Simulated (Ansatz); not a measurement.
The guess for Be3CdF was made by a generator: random cell by space group and Wyckoff sites (P4/mmm, No. 123). The dimensions are guesses.

```xyz
5
Lattice="2.8814 0.0000 0.0000 0.0000 2.8814 0.0000 0.0000 0.0000 7.0608" Properties=species:S:1:pos:R:3 pbc="T T T"
Be    1.4407    1.4407    4.7283
Be    1.4407    1.4407    2.3325
Be    0.0000    0.0000    0.0000
Cd    0.0000    0.0000    3.5304
F     1.4407    1.4407    3.5304
```

Computed with Ansatz, DFT PBE, scalar-relativistic, plane waves, PAW. Cutoff 420 eV, Gaussian smearing, Γ-centred meshes. Cell and atoms relax first on a coarse mesh and then on a finer one. In between, the cell is made exact in the group found at 0.06 Å. In metals the finer mesh still leaves noise of several meV/atom or more. The steps can't lower the symmetry of their start. No spin polarisation in the relaxation; trial moments died out in a coarse test.

A guess keeps its type if space group and coordination stay and the shape of the cell changes little (axis ratios within about 15 %, angles within 6°); the volume may change.

Q: Does it keep its structure type, or change into something else?

A: It doesn't keep its type. The symmetry stays P4/mmm (No. 123). The volume per atom grows by 18.2 %, from 11.7 to 13.9 Å³. The shortest distance goes from 1.20 Å (Be–F) to 1.58 Å (Be–F). The ratio c/a of the conventional cell changes by a factor of 0.57. Counting neighbours within 15 % of an atom's shortest distance, the start has Be 1/12, Cd 4, F 2 and the end Be 1/10, Cd 6, F 2. In detail, at the end Be on a site of symmetry 4mm is surrounded by 1 F at 1.58 Å, 1 Be at 1.96 Å, 4 Be at 2.78 Å and 4 Cd at 3.04 Å; around Cd lie 2 Be at 2.56 Å, 4 F at 2.60 Å and 8 Be at 3.04 Å; F is surrounded by 2 Be at 1.58 Å and 4 Cd at 2.60 Å; 1 more site not described.

```cif
data_structure
_symmetry_space_group_name_H-M 'P4/mmm'
_symmetry_Int_Tables_number 123
_cell_length_a 3.6774
_cell_length_b 3.6774
_cell_length_c 5.1240
_cell_angle_alpha 90.000
_cell_angle_beta 90.000
_cell_angle_gamma 90.000
_cell_volume 69.29
loop_
_atom_site_label
_atom_site_type_symbol
_atom_site_symmetry_multiplicity
_atom_site_Wyckoff_symbol
_atom_site_fract_x
_atom_site_fract_y
_atom_site_fract_z
_atom_site_occupancy
Be1 Be 2 h 0.50000 0.50000 0.80830 1
Be2 Be 1 a 0.00000 0.00000 0.00000 1
Cd1 Cd 1 b 0.00000 0.00000 0.50000 1
F1 F 1 d 0.50000 0.50000 0.50000 1
```

The last run used a 10×10×8 mesh (in the run's order of axes) for its 5-atom cell and Gaussian smearing of 0.10 eV. Symmetry constrained the relaxation, so the result can be a saddle point.

In counts of neighbours, a slash parts the counts of unlike sites.
